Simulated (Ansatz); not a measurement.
Starting cell, Ga2O3 (beta-Ga2O3 type, space group C2/m):

```xyz
10
Lattice="6.2280 -1.5416 0.0000 6.2280 1.5416 0.0000 -1.3917 0.0000 5.7101" Properties=species:S:1:pos:R:3 pbc="T T T"
Ga     0.0138     0.0000     4.5380
Ga    11.0505     0.0000     1.1722
Ga     7.7649     0.0000     1.7940
Ga     3.2994     0.0000     3.9161
O      1.8844     0.0000     0.6233
O      9.1799     0.0000     5.0869
O      1.3782     0.0000     3.2224
O      9.6861     0.0000     2.4877
O      5.8210     0.0000     1.4658
O      5.2433     0.0000     4.2444
```

A phonon eigenvector at Γ is frozen into this cell: atom i moves by Q times the vector below, so Q is the largest atomic displacement, in Å. The cell is held.

```csv
atom,x,y,z
Ga1,0.019,0.000,-0.364
Ga2,0.019,0.000,-0.364
Ga3,0.233,0.000,0.351
Ga4,0.233,0.000,0.351
O5,-1.000,0.000,-0.027
O6,-1.000,0.000,-0.027
O7,0.082,0.000,0.029
O8,0.082,0.000,0.029
O9,-0.178,0.000,0.052
O10,-0.178,0.000,0.052
```

The numbers are results of PBE (plane waves to 420 eV, PAW, scalar-relativistic; Ansatz, a first-principles code), not measurements. k mesh 11×11×6 (Γ-centred), Fermi-Dirac smearing 0.05 eV. Energies are smeared free energies. Ga2O3 was relaxed with its symmetry unable to fall. The PAW data are Ansatz's earlier set. The zero of ΔE is the undisplaced structure.

```tsv
Q (Å)	ΔE (meV/cell)
-0.280	665
-0.187	291
-0.093	72
0.000	0
0.093	72
0.187	291
0.280	665
```

### Question
Which DFPT wavenumber at Γ belongs to this mode?
(A) 188 cm⁻¹
(B) 334 cm⁻¹
(C) 519 cm⁻¹
(D) 242 cm⁻¹

### Answer
D, 242 cm⁻¹. The curvature of the scan gives 242 cm⁻¹

(A displaced cell: forces are minus the slopes of the energy, force constants its curvatures, and phonons follow from these.)
